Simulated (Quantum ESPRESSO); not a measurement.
Ga8P7As, input and log of a self-consistent run

A calculation, not a measurement. The program is pw.x of Quantum ESPRESSO 7.5 (plane-wave density functional theory). The cell is made up: 16 atoms on a doubled zincblende/diamond lattice, with randomly drawn elements, strain and displacements, not relaxed. PseudoDojo standard norm-conserving files (v0.5 for PBE, v0.4.1 for LDA and PBEsol) set the functional; there is no spin polarisation, spin-orbit coupling or dispersion term, and the masses in the input are unused placeholders.

Input:

```
&control calculation='scf', pseudo_dir='./dojo.nc.sr.pbe.v0_5.standard.upf', outdir='./o', disk_io='low', tprnfor=.true., tstress=.true. /
&system ibrav=0, nat=16, ntyp=3, nbnd=83, ecutwfc=84.00895049, nosym=.true., tot_charge=0,
 occupations='smearing', smearing='fd', degauss=0.0018374661
/
&electrons conv_thr=7.350e-09, electron_maxstep=60, /
ATOMIC_SPECIES
As 1.0 As.upf
Ga 1.0 Ga.upf
P 1.0 P.upf
CELL_PARAMETERS angstrom
5.6097 -0.0066 0.0061
-0.0066 5.6176 0.0291
0.012 0.0572 11.3255
ATOMIC_POSITIONS angstrom
Ga -0.0522 0.0544 -0.0214
Ga 0.1239 2.7831 2.9036
Ga 2.7869 0.0161 2.8625
Ga 2.768 2.9048 0.0271
Ga -0.0815 -0.0451 5.6287
Ga -0.0346 2.8413 8.5247
Ga 2.8345 -0.0181 8.5397
Ga 2.8821 2.7179 5.6915
P 1.3129 1.279 1.4091
P 1.4021 4.352 4.3996
P 4.2903 1.4826 4.3036
As 4.2209 4.2955 1.4868
P 1.3843 1.4935 6.9757
P 1.3261 4.3094 10.0087
P 4.2294 1.4807 9.7846
P 4.2435 4.2795 7.1461
K_POINTS automatic
4 4 2 1 1 1
```

The log is shortened where brackets say so; the opening notice, blank lines, dates and the lines on written files are dropped, and the path of the files is cut. It prints rydbergs, bohrs and kilobars, and counts compression as positive stress. With no partly filled state, the Fermi energy that it prints is only some level between the filled and the empty states on the mesh, and need not lie in the true gap.

```
     Program PWSCF v.7.5
     Parallel version (MPI & OpenMP), running on       4 processor cores
     Number of MPI processes:                 4
     Threads/MPI process:                     1
     [start-up lines left out]
     bravais-lattice index     =            0
     lattice parameter (alat)  =      10.6008  a.u.
     unit-cell volume          =    2408.4186 (a.u.)^3
     number of atoms/cell      =           16
     number of atomic types    =            3
     number of electrons       =       154.00
     number of Kohn-Sham states=           83
     kinetic-energy cutoff     =      84.0090  Ry
     charge density cutoff     =     336.0358  Ry
     scf convergence threshold =      7.3E-09
     mixing beta               =       0.7000
     number of iterations used =            8  plain     mixing
     Exchange-correlation= PBE
                           (   1   4   3   4   0   0   0)
     [axes and pseudopotential details left out]
   Cartesian axes
     site n.     atom                  positions (alat units)
         1        Ga     tau(   1) = (  -0.0093053   0.0096975  -0.0038148  )
         2        Ga     tau(   2) = (   0.0220867   0.4961222   0.5176028  )
         3        Ga     tau(   3) = (   0.4967995   0.0028700   0.5102762  )
         4        Ga     tau(   4) = (   0.4934304   0.5178167   0.0048309  )
         5        Ga     tau(   5) = (  -0.0145284  -0.0080396   1.0033857  )
         6        Ga     tau(   6) = (  -0.0061679   0.5064970   1.5196337  )
         7        Ga     tau(   7) = (   0.5052848  -0.0032265   1.5223076  )
         8        Ga     tau(   8) = (   0.5137701   0.4844994   1.0145806  )
         9        P      tau(   9) = (   0.2340407   0.2279976   0.2511896  )
        10        P      tau(  10) = (   0.2499417   0.7757981   0.7842834  )
        11        P      tau(  11) = (   0.7647993   0.2642919   0.7671702  )
        12        As     tau(  12) = (   0.7524279   0.7657262   0.2650406  )
        13        P      tau(  13) = (   0.2467687   0.2662349   1.2435052  )
        14        P      tau(  14) = (   0.2363938   0.7682041   1.7841751  )
        15        P      tau(  15) = (   0.7539431   0.2639532   1.7442265  )
        16        P      tau(  16) = (   0.7564566   0.7628740   1.2738811  )
     number of k points=    16  Fermi-Dirac smearing, width (Ry)=  0.0018
                       cart. coord. in units 2pi/alat
        k(    1) = (   0.1250126   0.1243337   0.1230687), wk =   0.1250000
        k(    2) = (   0.1252834   0.1256170  -0.1245963), wk =   0.1250000
     [further k points left out]
     Dense  grid:   250461 G-vectors     FFT dimensions: (  64,  64, 125)
     Estimated max dynamical RAM per process >     655.20 MB
     Estimated total dynamical RAM >       2.38 GB
     Initial potential from superposition of free atoms
     starting charge     153.9774, renormalised to     154.0000
     Starting wfcs are  109 randomized atomic wfcs
     total cpu time spent up to now is        8.9 secs
     per-process dynamical memory:   450.2 Mb
     Self-consistent Calculation
     iteration #  1     ecut=    84.01 Ry     beta= 0.70
     Davidson diagonalization with overlap
     ethr =  1.00E-02,  avg # of iterations =  3.2
     Threshold (ethr) on eigenvalues was too large:
     Diagonalizing with lowered threshold
     Davidson diagonalization with overlap
     ethr =  3.61E-04,  avg # of iterations =  2.2
     total cpu time spent up to now is       41.6 secs
     total energy              =   -1532.88437782 Ry
     estimated scf accuracy    <       0.56656075 Ry
     iteration #  2     ecut=    84.01 Ry     beta= 0.70
     Davidson diagonalization with overlap
     ethr =  3.68E-04,  avg # of iterations =  5.6
     total cpu time spent up to now is       59.5 secs
     total energy              =   -1532.97241942 Ry
     estimated scf accuracy    <       0.26924791 Ry
     iteration #  3     ecut=    84.01 Ry     beta= 0.70
     Davidson diagonalization with overlap
     ethr =  1.75E-04,  avg # of iterations =  9.6
     total cpu time spent up to now is       79.8 secs
     total energy              =   -1532.99687812 Ry
     estimated scf accuracy    <       0.30260738 Ry
     iteration #  4     ecut=    84.01 Ry     beta= 0.70
     Davidson diagonalization with overlap
     ethr =  1.75E-04,  avg # of iterations =  9.5
     total cpu time spent up to now is       98.5 secs
     total energy              =   -1533.05030076 Ry
     estimated scf accuracy    <       0.01178838 Ry
     iteration #  5     ecut=    84.01 Ry     beta= 0.70
     Davidson diagonalization with overlap
     ethr =  7.65E-06,  avg # of iterations = 10.4
     total cpu time spent up to now is      120.2 secs
     total energy              =   -1533.05181507 Ry
     estimated scf accuracy    <       0.00483238 Ry
     [iterations 6 to 8 left out]
     iteration #  9     ecut=    84.01 Ry     beta= 0.70
     Davidson diagonalization with overlap
     ethr =  5.84E-09,  avg # of iterations =  4.0
     total cpu time spent up to now is      189.5 secs
     total energy              =   -1533.05260561 Ry
     estimated scf accuracy    <       0.00000673 Ry
     iteration # 10     ecut=    84.01 Ry     beta= 0.70
     Davidson diagonalization with overlap
     ethr =  4.37E-09,  avg # of iterations =  2.0
     total cpu time spent up to now is      203.8 secs
     total energy              =   -1533.05260611 Ry
     estimated scf accuracy    <       0.00000060 Ry
     iteration # 11     ecut=    84.01 Ry     beta= 0.70
     Davidson diagonalization with overlap
     ethr =  3.91E-10,  avg # of iterations =  4.8
     total cpu time spent up to now is      222.8 secs
     total energy              =   -1533.05260630 Ry
     estimated scf accuracy    <       0.00000017 Ry
     iteration # 12     ecut=    84.01 Ry     beta= 0.70
     Davidson diagonalization with overlap
     ethr =  1.08E-10,  avg # of iterations =  2.0
     total cpu time spent up to now is      241.3 secs
     total energy              =   -1533.05260632 Ry
     estimated scf accuracy    <          9.9E-09 Ry
     iteration # 13     ecut=    84.01 Ry     beta= 0.70
     Davidson diagonalization with overlap
     ethr =  6.44E-12,  avg # of iterations =  4.9
     total cpu time spent up to now is      260.0 secs
     End of self-consistent calculation
          k = 0.1250 0.1243 0.1231 ( 31330 PWs)   bands (ev):
   -28.2761 -28.2758 -28.2583 -28.2542 -28.2521  -7.9427  -7.9180  -7.8993
    -7.8924  -7.8748  -7.8538  -7.8357  -7.8177  -7.8124  -7.8044  -7.8016
    -7.7993  -7.7933  -7.7807  -7.7785  -7.7665  -7.7624  -7.7593  -7.7531
    -7.7491  -7.7487  -7.7446  -7.7426  -7.7414  -7.7346  -7.7319  -7.7292
    -7.7269  -7.7236  -7.7218  -7.7194  -7.7150  -7.7020  -7.6970  -7.6936
    -7.6893  -7.6791  -7.6751  -7.6744  -7.6658  -5.0932  -4.6096  -3.8560
    -3.0586  -2.8723  -2.8257  -2.7507  -2.5805   0.3450   0.5252   0.6361
     0.7161   0.7958   1.9363   3.1896   3.3171   3.5270   3.8568   3.9277
     3.9992   4.2651   4.3319   4.4010   4.4913   4.5355   4.6187   4.9676
     5.1472   5.7316   5.8725   6.3952   6.6490   8.4154   8.5345   8.6076
     8.7530   9.0822   9.2736
     [levels at the other k points left out]
     the Fermi energy is     7.3473 ev
!    total energy              =   -1533.05260632 Ry
     estimated scf accuracy    <          9.0E-10 Ry
     smearing contrib. (-TS)   =      -0.00000000 Ry
     internal energy E=F+TS    =   -1533.05260632 Ry
     The total energy is F=E-TS. E is the sum of the following terms:
     one-electron contribution =    -807.46143186 Ry
     hartree contribution      =     514.25946781 Ry
     xc contribution           =    -410.99559919 Ry
     ewald contribution        =    -828.85504309 Ry
     convergence has been achieved in  13 iterations
     Forces acting on atoms (cartesian axes, Ry/au):
     atom    1 type  2   force =    -0.00638411    0.01142350   -0.02550342
     atom    2 type  2   force =     0.00290916    0.01831329    0.00023829
     atom    3 type  2   force =    -0.00916501    0.02452405    0.02205951
     atom    4 type  2   force =    -0.00579503   -0.03486055   -0.00249293
     atom    5 type  2   force =     0.01173032    0.03699500    0.02531706
     atom    6 type  2   force =     0.03885869    0.02145884   -0.02927129
     atom    7 type  2   force =    -0.02514254    0.01942937   -0.02311442
     atom    8 type  2   force =    -0.00811015    0.05104852    0.00898416
     atom    9 type  3   force =     0.04007823    0.05297474    0.00981251
     atom   10 type  3   force =     0.02971680   -0.05596265   -0.03464241
     atom   11 type  3   force =    -0.02198041   -0.02442758   -0.02816741
     atom   12 type  1   force =     0.00083861   -0.03832345    0.00545962
     atom   13 type  3   force =    -0.00784253   -0.03520249    0.04297456
     atom   14 type  3   force =     0.01167931   -0.01215891   -0.02487587
     atom   15 type  3   force =    -0.02885374   -0.00855099    0.05654466
     atom   16 type  3   force =    -0.02253762   -0.02668068   -0.00332263
     Total force =     0.188001     Total SCF correction =     0.000158
     Computing stress (Cartesian axis) and pressure
          total   stress  (Ry/bohr**3)                   (kbar)     P=      -26.01
  -0.00014585   0.00001408  -0.00008400          -21.46        2.07      -12.36
   0.00001408  -0.00017929  -0.00004707            2.07      -26.37       -6.92
  -0.00008400  -0.00004707  -0.00020535          -12.36       -6.92      -30.21
     init_run     :      8.34s CPU      8.66s WALL (       1 calls)
     electrons    :    247.06s CPU    251.19s WALL (       1 calls)
     forces       :      4.60s CPU      4.72s WALL (       1 calls)
     stress       :     10.77s CPU     11.09s WALL (       1 calls)
     [timing details left out]
     PWSCF        :   4m31.10s CPU   4m36.14s WALL
     JOB DONE.
```

In other units: free energy -20858.243 eV for the cell, pressure -2.60 GPa, largest force component 1.454 eV/Å. A rerun of the same cell at another strain at a cutoff of 1437 eV and k mesh 6 x 6 x 4 moved values by no more than 0.022 eV in energy, 0.02 GPa in stress and 0.003 eV/Å in force.